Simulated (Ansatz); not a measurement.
Relaxation of a generated cell, Ge built in the beta-Sn structure type; 2 atoms in the cell, which starts as I4₁/amd, origin choice 1 (No. 141), tI4; a = 5.3236 Å, b = 5.3236 Å, c = 2.9046 Å, α = 90.00°, β = 90.00°, γ = 90.00°. The numbers are results of r2SCAN (plane waves to 500 eV, PAW, scalar-relativistic; Ansatz, an electronic-structure program), not measurements. Γ-centred k-mesh 9×9×9 on the run's cell (coarser than for final values), Fermi–Dirac smearing 0.05 eV. This is the first round of the run. 

The optimiser's lines from the output (shortened; P is positive under compression):

```
relax step   1: F+E_penalty+E_count = -8605.00907585 eV  Δ(F+E_penalty+E_count) = +0.000e0 eV  max|allowed force component| = 1.388e-17 eV/Å  Δτ_max = 0.0000 Å  P = -5.967 GPa  Ω = 41.160 Å³  (8 SCF iters, dr2 threshold 1.00e-7 eV, accepted)
relax step   2: F+E_penalty+E_count = -8605.07198964 eV  Δ(F+E_penalty+E_count) = -6.291e-2 eV  max|allowed force component| = 2.082e-17 eV/Å  Δτ_max = 0.0000 Å  P = +3.513 GPa  Ω = 35.800 Å³  (7 SCF iters, dr2 threshold 2.00e-7 eV, accepted)
relax step   3: F+E_penalty+E_count = -8605.08725675 eV  Δ(F+E_penalty+E_count) = -1.527e-2 eV  max|allowed force component| = 1.388e-17 eV/Å  Δτ_max = 0.0000 Å  P = -0.612 GPa  Ω = 37.625 Å³  (7 SCF iters, dr2 threshold 2.00e-7 eV, accepted)
relax step   4: F+E_penalty+E_count = -8605.08789612 eV  Δ(F+E_penalty+E_count) = -6.394e-4 eV  max|allowed force component| = 1.561e-17 eV/Å  Δτ_max = 0.0000 Å  P = +0.005 GPa  Ω = 37.326 Å³  (4 SCF iters, dr2 threshold 2.00e-7 eV, accepted)
relax step   5: F+E_penalty+E_count = -8605.08745257 eV  Δ(F+E_penalty+E_count) = +4.435e-4 eV  max|allowed force component| = 1.388e-17 eV/Å  Δτ_max = 0.0000 Å  P = -0.000 GPa  Ω = 37.326 Å³  stress off target by 2.11e-2 GPa  SCF on the basis re-selected at this cell (its energy is not comparable with the rows above)  (7 SCF iters)
relax step   6: F+E_penalty+E_count = -8605.08745321 eV  Δ(F+E_penalty+E_count) = -6.399e-7 eV  max|allowed force component| = 5.204e-18 eV/Å  Δτ_max = 0.0000 Å  P = -0.002 GPa  Ω = 37.326 Å³  (3 SCF iters, dr2 threshold 1.12e-9 eV, accepted)
relax step   7: F+E_penalty+E_count = -8605.08745296 eV  Δ(F+E_penalty+E_count) = +2.514e-7 eV  max|allowed force component| = 3.469e-18 eV/Å  Δτ_max = 0.0000 Å  P = -0.002 GPa  Ω = 37.326 Å³  stress off target by 1.04e-2 GPa  SCF on the basis re-selected at this cell (its energy is not comparable with the rows above)  (6 SCF iters)
```

From the first to the last row the energy changes by -0.04 eV/atom and the volume by -9.3 %. The last row is marked as not comparable with the walk above it, whose basis was carried along; it does compare with step 1, since both stand on a basis selected at the nominal cutoff for their own cell.

Later rounds, restarted from the end of this one on a renewed k-mesh, logged 6 more steps and released under 0.01 eV/atom more. The final structure after all rounds: I4₁/amd, origin choice 1 (No. 141), tI4, AFLOW prototype A_tI4_141_a (A5, as in Sn); a = b = 5.130 Å, c = 2.836 Å, α = β = γ = 90.00°. Between re-selections the logged energies stand on a plane-wave basis carried along with the cell. No spin polarisation in the result.

The run could not lose the symmetry of its start.

All atoms sit on sites fixed by symmetry, so only the cell could relax.

The relaxed structure has the type that Ge is known to take under pressure; here it was relaxed at zero pressure, from a generated start.
